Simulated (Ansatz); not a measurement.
As (A7 type, space group R-3m)

```yaml
crystal:
  lattice:
    - [1.89202, 1.09236, 3.36884]
    - [-1.89202, 1.09236, 3.36884]
    - [0.00000, -2.18472, 3.36884]
  atoms:
    - { symbol: As, position: [0.23031, 0.23031, 0.23031] }
    - { symbol: As, position: [0.76969, 0.76969, 0.76969] }
```

The slice is a (1 -1 0 2) plane (indices of the conventional cell) through the point (0.230, 0.230, 0.230) (fractional), spanned by u = [1 0 -1] and v = [010] in vectors of this cell: u (3.78 Å) and v (4.02 Å, at 90° to u). It covers one period; positions are fractions (u, v).

Computed with PBE-D3(BJ) (plane waves to 420 eV, PAW, scalar-relativistic; Ansatz, a program for electronic structure). k mesh 11×11×11. These are valence fields of a PAW run, semicore shells included where kept as valence: close to a nucleus they are smooth pseudo fields. As was relaxed with its symmetry unable to fall. The PAW data are Ansatz's earlier set.

### Question
Predict the map of the electron localisation function (ELF) on the slice.

### Answer
```
|xxx*%%#+-::-+#%%*xx|
|xx=#%%%*++++*%%%#=x|
|=+#%@@%##**##%@@%#+|
|*##%@@@%####%@@@%##|
|*##%@@@%#**#%@@@%##|
|+**#%@%#+--+#%@%#**|
|-=+*%%%+xxxx+%%%*+=|
|.:-*#%#=xxxx=#%#*-:|
|  :+#%#+xxxx+#%#+: |
|  .=#%%#xxxx#%%#=. |
|  .-*%@%#**#%@%*-. |
|...:=#%@@@@@@%#=:..|
|==-:-+#@@@@@@#+-:-=|
|%%*+--+#%@@%#+--+*%|
|@@%#+---+**+---+#%@|
|@@@%#+-:.::.:-+#%@@|
|*#%%%*=.    .=*%%%#|
|xx+%%#+:    :+#%%+x|
|xxx*%#*-.  .-*#%*xx|
|xxx+##*=:..:=*##+xx|
```
Scale: ten equal steps from 0.08 (start of ' ') to 0.75 (end of '@'), in the order ' .:-=+*#%@'. Values: electron localisation function (ELF). The map has 19 points along u (one character each, u = 0 at the left) and 20 along v (v = 0 in the bottom row). Points within 0.5 Å of a nucleus are blanked (x), as the pseudised field means little there.
